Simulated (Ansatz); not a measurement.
GaO₂ in space group Fddd (No. 70; Ga on 16f, O on 16g, O on 16d) at seven volumes, DFT-PBE in the program Ansatz with PAW potentials, shape and atoms relaxed at each. One row is withheld.

```
V (Å³/atom)  P (GPa)
-----------  -------
9.453          19.07
9.765          11.61
10.077          5.32
10.388         -0.01
10.700             ?
11.012         -8.21
11.323        -11.31
```

Fit the shown pressures and predict the withheld one.

Third-order Birch–Murnaghan: P = (3/2)B₀(x^(7/2) − x^(5/2))[1 + (3/4)(B′ − 4)(x − 1)] with x = (V₀/V)^(2/3). Least squares on the six rows gives V₀ = 10.389 Å³/atom, B₀ = 161.4 GPa, B′ = 4.75. At V = 10.700, x = 0.9805 and P = -4.44 GPa. The run itself gave -4.49 GPa.

The workflow started from a Materials Project entry (that database holds measured and hypothetical structures alike); the Crystallography Open Database copy checked does not list it. Whether it is the stable phase at ambient conditions was not checked. The cell was relaxed with PBE under the symmetry of its start; whether a distortion lowers the energy is not shown. Spin order of the final state: ferromagnetic, chosen from 2 collinear starts compared on coarse meshes (ties went to the first, and starts can fall back to one state), not a proven ground state. No Hubbard U is applied.

Potentials: the later of the program's two PAW sets.
